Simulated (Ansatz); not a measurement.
Li6HBr3, a known structure type with other elements, at an estimated volume

```xyz
10
Lattice="0.0000 4.3833 4.3833 4.3833 0.0000 4.3833 4.3833 4.3833 0.0000" Properties=species:S:1:pos:R:3 pbc="T T T"
Li    3.0770    4.3833    4.3833
Li    4.3833    3.0770    4.3833
Li    5.6895    4.3833    4.3833
Li    4.3833    5.6895    4.3833
Li    4.3833    4.3833    3.0770
Li    4.3833    4.3833    5.6895
H     4.3833    4.3833    4.3833
Br    2.1916    2.1916    2.1916
Br    6.5749    6.5749    6.5749
Br    0.0000    0.0000    0.0000
```

Method: PBE, no spin polarisation; PAW, plane waves to 420 eV, 7×7×7 Γ-centred mesh, fermi-dirac occupations (width 0.1 eV) (Ansatz 0.2.0), atoms fixed.

- Contacts: Li–H at 1.31 Å: least valence density 0.58 e/Å³ and ELF 0.29 there. Br–Li at 3.08 Å: least valence density 0.04 e/Å³ and ELF 0.02 there, so no covalent bond. Br–H at 3.80 Å: least valence density 0.09 e/Å³ and ELF 0.51 there. Both are smooth PAW fields, read partly inside the augmentation spheres.
- At the Fermi level: It is a metal, with about 3.3 states/eV a cell as the mean within 0.25 eV of the Fermi level.
- Charges: Bader charges in e: Li +0.74, H -1.49, Br -1.03 to -0.91. In the mean Li gives up most and H takes most.
- Formation energy: 0.67 eV an atom against the elements' usual phases (free molecules for gases, crystals otherwise, with no correction for O₂ or N₂), so at this geometry it isn't bound against them. Relaxing would lower it.
- Stress: The pressure is 16.6 GPa (compression positive), so with the atoms held at these fractions the cell would first expand; the forces are large, so a full relaxation may end otherwise.
- Forces: The largest is on Li5 (and as large on other atoms): 9.16 eV/Å, components (0.00, 0.00, -9.16). It makes 180° with the line to a nearest neighbour, H7 at 1.31 Å, pointing away from it.

Origin: a known structure type with other elements, at an estimated volume, so it need not be a known compound. Caveats: many states at the Fermi level without spin polarisation, so a magnetic state may lie lower; atoms or cell far from equilibrium.
